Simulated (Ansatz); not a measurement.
AlN (wurtzite)

```xyz
4
Lattice="3.1303 0.0000 0.0000 -1.5651 2.7109 0.0000 0.0000 0.0000 5.0180" Properties=species:S:1:pos:R:3 pbc="T T T"
Al     1.5651     0.9036     0.0169
Al     0.0000     1.8073     2.5259
N      1.5651     0.9036     3.1203
N      0.0000     1.8073     0.6113
```

The slice is a (0001) plane (indices of the conventional cell) through the point (0.667, 0.333, 0.003) (fractional), spanned by u = [110] and v = [1 -1 0] in vectors of this cell: u (3.13 Å) and v (5.42 Å, at 90° to u). It covers one period; positions are fractions (u, v).

Calculation: PBE (plane waves to 420 eV, PAW, scalar-relativistic; Ansatz, an electronic-structure program). k mesh 12×12×7. Inside the PAW spheres the values are not all-electron values, and peaks at nuclei hang on which shells count as valence. AlN was relaxed with its symmetry unable to fall.

Problem. Predict the map of the electron localisation function (ELF) on the slice.

Solution. 
```
|xxx .-++***++-. xx|
|xx   .:-----:.   x|
|   .............  |
|+++=-:..   ..:-=++|
|@@%#+-..   ..-+#%@|
|@@@%#=:.   .:=#%@@|
|@@@%#*=:. .:=*#%@@|
|@@@@%#+-...-+#%@@@|
|@@@@%%*-:.:-*%%@@@|
|@@@@@%#=:.:=#%@@@@|
|@@@@@@#=...=#@@@@@|
|@@@@@@#-   -#@@@@@|
|@@@@@@*.   .*@@@@@|
|@@@@@%- xxx -%@@@@|
|%%@@%+ xxxxx +%@@%|
|##%#*: xxxxx :*#%#|
|**++-. xxxxx .-++*|
|---:.   xxx   .:--|
|.......     ......|
|  ..:-=+++++=-:.. |
|  ..-+#%@@@%#+-.. |
|  .:=#%@@@@@%#=:. |
| .:=*#%@@@@@%#*=:.|
|..-+#%@@@@@@@%#+-.|
|.:-*%%@@@@@@@%%*-:|
|.:=#%@@@@@@@@@%#=:|
|..=#@@@@@@@@@@@#=.|
|  -#@@@@@@@@@@@#- |
|  .*@@@@@@@@@@@*. |
|xx -%@@@@@@@@@%- x|
|xxx +%@@%%%@@%+ xx|
|xxx :*#%###%#*: xx|
```
Scale: ten equal steps from 0.01 (start of ' ') to 0.84 (end of '@'), in the order ' .:-=+*#%@'. Values: electron localisation function (ELF). The map has 18 points along u (one character each, u = 0 at the left) and 32 along v (v = 0 in the bottom row). Points within 0.4 Å of a nucleus are blanked (x), as the pseudised field means little there.
